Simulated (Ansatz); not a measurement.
HfSn$_{3}$S$_{8}$ (P-3m1) at 2 levels of theory

One geometry, relaxed with PBE; plane waves with PAW potentials in Ansatz, scalar-relativistic. No spin polarisation. Gaps are the least over mesh and band path; pressure is positive in compression.

```cif
data_structure
_symmetry_space_group_name_H-M 'P-3m1'
_symmetry_Int_Tables_number 164
_cell_length_a 7.3978
_cell_length_b 7.3978
_cell_length_c 6.8167
_cell_angle_alpha 90.000
_cell_angle_beta 90.000
_cell_angle_gamma 120.000
_cell_volume 323.08
loop_
_atom_site_label
_atom_site_type_symbol
_atom_site_symmetry_multiplicity
_atom_site_Wyckoff_symbol
_atom_site_fract_x
_atom_site_fract_y
_atom_site_fract_z
_atom_site_occupancy
Hf1 Hf 1 a 0.00000 0.00000 0.00000 1
Sn1 Sn 3 e 0.50000 0.50000 0.00000 1
S1 S 6 i 0.66932 0.83466 0.21656 1
S2 S 2 d 0.66667 0.33333 0.21488 1
```

| level | cutoff (eV) | k mesh | gap (eV) | pressure (GPa) |
| --- | --- | --- | --- | --- |
| PBE | 420 | 6×6×4 | 0.88 | 0.0 |

Task: What comes out on the same cell with LDA?

Result:
```tsv
level	cutoff (eV)	k mesh	gap (eV)	pressure (GPa)
LDA	420	6×6×4	0.69	-3.9
```

Spin-orbit coupling matters for the bands of heavy elements and is left out. The cell holds layers, chains or molecules and no dispersion correction was added, so their binding is poorly described.

The cell was found from a structure generator's guess, not taken from experiment.
